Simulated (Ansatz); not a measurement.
**Computed properties of Pb2Au**

Pb2Au:
```yaml
crystal:
  lattice:
    - [-3.69936, 3.69936, 2.87382]
    - [3.69936, -3.69936, 2.87382]
    - [3.69936, 3.69936, -2.87382]
  atoms:
    - { symbol: Pb, position: [0.16039, 0.66039, 0.82078] }
    - { symbol: Pb, position: [0.83961, 0.33961, 0.17922] }
    - { symbol: Pb, position: [0.33961, 0.16039, 0.50000] }
    - { symbol: Pb, position: [0.66039, 0.83961, 0.50000] }
    - { symbol: Au, position: [0.75000, 0.75000, 0.00000] }
    - { symbol: Au, position: [0.25000, 0.25000, 0.00000] }
```

Space group I4/mcm (No. 140); conventional cell a = 7.3987 Å, b = 7.3987 Å, c = 5.7476 Å, α = 90.00°, β = 90.00°, γ = 90.00°.

Method: r²SCAN (plane waves, PAW; program Ansatz). The cell and atoms are relaxed at this level. Other levels are named where they apply.

**Cell and energy**

| Property | Result |
|---|---|
| Volume per atom | 26.22 Å³ |
| Density | 12.91 g/cm³ |
| Formation energy from the elements (no fitted shifts) | -0.082 eV/atom |

**Electronic structure**

| Item | Value |
|---|---|
| Electronic character | metallic (no gap) |
| Density of states at the Fermi level | 0.35 states/eV per atom (mean over ±0.08 eV) |
| Gap with spin–orbit coupling | none (metallic) |

**Mechanics**

| Property | Value |
|---|---|
| Bulk modulus (Birch–Murnaghan fit) | 62.9 GPa |
| Pressure derivative B′ | 5.3 |

**Charges**

| Item | Value |
|---|---|
| Bader charges | Pb +0.29, Au -0.59 e |

The first step of the workflow began from a Materials Project structure, measured or hypothetical; the Crystallography Open Database files this formula in space group No. 140, but the cells were not matched. Whether it is the stable phase at ambient conditions was not checked. The r²SCAN relaxation kept the symmetry of its start; whether a distortion lowers the energy is not shown. Axis ratios of metals converge slowly with the k-mesh, so a and c are less sure than the volume. The references are the lowest solids computed at this level, not always the standard phases. Scalar-relativistic: spin–orbit coupling is off unless named, which matters more the heavier the elements.

Potentials: the later of the program's two PAW sets.
